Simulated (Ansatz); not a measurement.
MgPd:
```cif
data_MgPd
_chemical_formula_sum 'Mg1 Pd1'
_space_group_name_H-M_alt 'Pm-3m'
_space_group_IT_number 221
_space_group_name_Hall '-P 4 2 3'
_cell_length_a 3.14453
_cell_length_b 3.14453
_cell_length_c 3.14453
_cell_angle_alpha 90.000
_cell_angle_beta 90.000
_cell_angle_gamma 90.000
loop_
_atom_site_label
_atom_site_type_symbol
_atom_site_symmetry_multiplicity
_atom_site_Wyckoff_symbol
_atom_site_fract_x
_atom_site_fract_y
_atom_site_fract_z
_atom_site_occupancy
Mg1 Mg 1 a 0.00000 0.00000 0.00000 1
Pd1 Pd 1 b 0.50000 0.50000 0.50000 1
```

This is the PBEsol-relaxed structure.

Problem. All from PBEsol (plane waves, PAW; program Ansatz), unless another level is named. Predict the bulk modulus (Birch–Murnaghan fit).

Solution. 104 GPa.

Problem. What about the elastic constants (relaxed ions, GPa)?

Solution. C11 = 97.1, C12 = 107, C44 = 64.8.

Problem. And the highest zone-centre frequency?

Solution. 247 cm⁻¹.

The first step of the workflow began from a Materials Project structure, measured or hypothetical; the Crystallography Open Database files this formula in space group No. 221, but the cells were not matched. Its standing as an ambient phase is unchecked. The cell was relaxed with PBEsol under the symmetry of its start. At this level the phase is mechanically unstable. No spin polarisation was allowed. As this level gives no gap, shear constants depend on the k-mesh and smearing (Fermi–Dirac, 0.1 eV here). As this level gives no gap, phonon frequencies hold no LO–TO term and depend on the k-mesh and smearing (Fermi–Dirac, 0.1 eV here).

Potentials: the later of the program's two PAW sets.
